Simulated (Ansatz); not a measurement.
Before relaxation, (001) slab as cut from the bulk (Co, P6_3/mmc (No. 194), (0 0 1) face):

```
Co
1.0
     2.49226    0.00000    0.00000
    -1.24613    2.15836    0.00000
     0.00000    0.00000   25.08330
Co
6
Direct
  0.66667 0.33333 0.29900
  0.33333 0.66667 0.37940
  0.66667 0.33333 0.45980
  0.33333 0.66667 0.54020
  0.66667 0.33333 0.62060
  0.33333 0.66667 0.70100
```

The calculation used Ansatz, DFT PBE, scalar-relativistic, plane waves, PAW. Settings: cutoff 420 eV, Γ-centred mesh 15×15×1 on the computed 6-atom cell, Gaussian smearing of 0.10 eV; collinear spin from starting moments 1.84 1.84 1.84 1.84 1.84 1.84 μB. A dipole correction removes the field between periodic images along c.

All atoms are free. The cell is fixed. Force threshold 0.02 eV/Å. The density starts from the converged run of the unrelaxed slab.

```json
{"step": "1", "E − E_final (eV)": "0.032", "largest force (eV/Å)": "0.476"}
{"step": "2", "E − E_final (eV)": "0.014", "largest force (eV/Å)": "0.330"}
{"step": "3", "E − E_final (eV)": "0.000", "largest force (eV/Å)": "0.046"}
{"step": "4", "E − E_final (eV)": "0.000", "largest force (eV/Å)": "0.004"}
```

(1) What is the final structure?

## Answers

(1)
```xyz
6
Lattice="2.4923 0.0000 0.0000 -1.2461 2.1584 0.0000 0.0000 0.0000 25.0833" Properties=species:S:1:pos:R:3 pbc="T T T"
Co    1.2461    0.7195    7.5414
Co    0.0000    1.4389    9.4920
Co    1.2461    0.7195   11.5491
Co    0.0000    1.4389   13.5342
Co    1.2461    0.7195   15.5913
Co    0.0000    1.4389   17.5419
```

Cost: 1 run of about 6.1 core-minutes, on Arm Neoverse V1 (shared hosts).